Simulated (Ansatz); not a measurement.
**One input, then a changed one: AlNi (CsCl type)**

First run: DFT, PBE, PAW with Ansatz's default frozen-core files, scalar-relativistic (Ansatz 0.2.0).

Command: `ansatz run input.yaml --threads 4 --pin off --max-ram 12288MiB --backend cpu --events-out ev --progress --plain --runs-dir out` It took 1.7 s on 4 threads of Arm Neoverse V1 (shared host), peak memory 0.4 GiB.

```yaml
crystal:
  lattice:
    - [0.0, 0.0, 2.8935740661]
    - [2.8935740661, -2.8935740661, 0.0]
    - [2.8935740661, 2.8935740661, 0.0]
  atoms:
    - { symbol: Ni, position: [0.0, 0.0, 0.0] }
    - { symbol: Ni, position: [0.0, 0.5, 0.5] }
    - { symbol: Al, position: [0.5, 0.5, 0.0] }
    - { symbol: Al, position: [0.5, 0.0, 0.5] }
kpoints:
  mp_grid: { grid: [13, 9, 9] }
scf:
  occupations: { method: fermi_dirac, width: 0.1 }
hamiltonian:
  xc: pbe
  pseudopotentials: { kind: paw }
output:
  forces: true
  stress: true
  eigenvalues: true
```

The cell comes from a relaxation on PAW files under the same functional, begun from a prototype that needn't be the stable phase.

This run: bulk in the slab's orientation.

It converges in 6 SCF iterations at a pressure of -0.04 GPa, cutoff 420 eV.

The input is then changed:

```diff
 kpoints:
-  mp_grid: { grid: [13, 9, 9] }
+  mp_grid: { grid: [4, 3, 3] }
 scf:
```

Q: What does the second run give?

A: It converges in 6 SCF iterations at a pressure of -0.70 GPa, cutoff 420 eV, free energy -5.1 meV/atom against the first run's. Some of the changed settings are coarser than converged work would use.
